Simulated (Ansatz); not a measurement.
Relaxed HfO$_{2}$ (fluorite):

```
HfO2
1.0
    0.00000     2.54906     2.54906
    2.54906     0.00000     2.54906
    2.54906     2.54906     0.00000
Hf O
1 2
Cartesian
  0.00000   0.00000   0.00000
  1.27453   1.27453   1.27453
  3.82359   3.82359   3.82359
```

Method: PBE (plane waves to 420 eV, PAW, scalar-relativistic; Ansatz, a first-principles code). k mesh 9×9×9 (Γ-centred), Fermi-Dirac smearing 0.05 eV. HfO2 is run without spin polarisation. HfO2 was relaxed with its symmetry unable to fall. Spin-orbit coupling is left out, though Hf is heavy. The PAW data are Ansatz's earlier set. This is a high-temperature form of HfO2.

One atom of the cell was then moved (with its periodic images), all else fixed, and the forces (eV/Å) came out as:

```
atom      Fx      Fy      Fz
----  ------  ------  ------
Hf1   -0.074  -0.074  -0.074
O2     0.285   0.285   0.285
O3    -0.211  -0.211  -0.211
```

Problem. Which atom was moved, and by which vector (Å)?

Solution. O2, by (-0.03, -0.03, -0.03), 0.04 Å in all.

(A displaced cell: forces are minus the slopes of the energy, force constants its curvatures, and phonons follow from these.)
